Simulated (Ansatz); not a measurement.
Total density of states per atom from PBEsol in the plane-wave PAW code Ansatz, in 0.25 eV bins, energy from the Fermi level:

```
E (eV) | states/eV/atom
    -7.85 | ######## 0.30
    -7.60 | ####### 0.27
    -7.35 | ##### 0.18
    -7.10 | # 0.05
    -6.85 | ##### 0.20
    -6.60 | ########## 0.38
    -6.35 | ###### 0.21
    -6.10 | #### 0.14
    -5.85 | ### 0.10
    -5.60 | ## 0.08
    -5.35 | ## 0.06
    -5.10 | # 0.04
    -4.85 | ######### 0.33
    -4.60 | ########## 0.36
    -4.35 | ######## 0.30
    -4.10 | ######### 0.35
    -3.85 | #################### 0.76
    -3.60 | ########### 0.42
    -3.35 | #### 0.16
    -3.10 | #### 0.17
    -2.85 | ######## 0.30
    -2.60 | ############ 0.46
    -2.35 | ############## 0.52
    -2.10 | ############# 0.49
    -1.85 | #################### 0.74
    -1.60 | ################### 0.70
    -1.35 | ############## 0.52
    -1.10 | ######### 0.33
    -0.85 | ################# 0.64
    -0.60 | ################### 0.71
    -0.35 | ############ 0.46
    -0.10 | ##################### 0.79
     0.15 | ########### 0.41
     0.40 | ####### 0.26
     0.65 | ########## 0.37
     0.90 | ############ 0.46
     1.15 | ################## 0.68
     1.40 | ################### 0.72
     1.65 | ################## 0.66
     1.90 | ##################### 0.77
     2.15 | #################### 0.73
     2.40 | ############ 0.45
     2.65 | ################ 0.59
     2.90 | ################# 0.63
     3.15 | ######################## 0.90
     3.40 | ###################### 0.83
     3.65 | ################# 0.63
     3.90 | #################### 0.75
     4.15 | ############################## 1.12
     4.40 | ################ 0.60
     4.65 | #################### 0.74
```

Which of these materials gives this?
A) Al3Ru2, I4/mmm (Al on 2a, Al on 4e, Ru on 4e)
B) KY3F10, Fm-3m (K on 8c, Y on 24e, F on 32f, F on 48i)
C) YAl2, cubic Laves (MgCu2 type)
D) YB6, Pm-3m (Y on 1a, B on 6f)

C, YAl2, cubic Laves (MgCu2 type). Within 0.5 eV of the Fermi level: Y 4d 57 %, Al 3p 32 %. Projections are on Löwdin-orthogonalised atomic valence shells; empty p or d shells of many metals are not among them.

Space group Fd-3m (cubic Laves (MgCu2 type)). The first step of the workflow began from a Materials Project structure, measured or hypothetical; the Crystallography Open Database copy checked does not list it. Whether it is the stable phase at ambient conditions was not checked. The PBEsol relaxation kept the symmetry of its start; whether a distortion lowers the energy is not shown. The run is not spin-polarised. Spin–orbit coupling is left out wherever it is not named.

Potentials: the later of the program's two PAW sets.
